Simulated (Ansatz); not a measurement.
TiS2:
```yaml
crystal:
  lattice:
    - [3.35082, 0.00000, 0.00000]
    - [-1.67541, 2.90189, 0.00000]
    - [0.00000, 0.00000, 5.63734]
  atoms:
    - { symbol: Ti, position: [0.00000, 0.00000, 0.00000] }
    - { symbol: S, position: [0.66667, 0.33333, 0.25273] }
    - { symbol: S, position: [0.33333, 0.66667, 0.74727] }
```

Relaxed with PBEsol. Special points in fractions of this cell's reciprocal vectors: Γ (0.000, 0.000, 0.000); M (0.500, 0.000, 0.000); K (0.333, 0.333, 0.000); A (0.000, 0.000, 0.500); L (0.500, 0.000, 0.500); H (0.333, 0.333, 0.500).

**Question.** List the band energies nearest the Fermi level at these points for plane-wave PAW PBEsol (Ansatz code).

**Answer.** In eV from the Fermi level; about four levels below and three above (degenerate sets whole), none deeper than 8.9 eV; points with the same levels are listed once.

```
k                          below                above
-  -----------------------------  -------------------
Γ              -5.64 -2.75 -2.75       0.02 0.22 0.22
M        -3.04 -2.79 -2.65 -1.54       0.19 1.70 2.14
K  -4.29 -4.29 -2.73 -2.73 -2.41       1.30 1.95 1.95
A        -3.94 -2.71 -2.71 -2.66  0.02 0.02 0.53 0.53
L        -2.85 -1.24 -1.16 -0.15       1.69 2.11 3.53
H        -3.93 -3.20 -2.25 -2.25       1.32 1.54 1.54
```

Space group P-3m1 (CdI2 type). Symmetry was held in the PBEsol relaxation; of distortions, only those at the zone centre were tested. The workflow began spin-polarised and lost its moments. A crystal of weakly bound layers computed without a dispersion correction: the cell and the soft elastic constants depend strongly on that.

Potentials: the later of the program's two PAW sets.
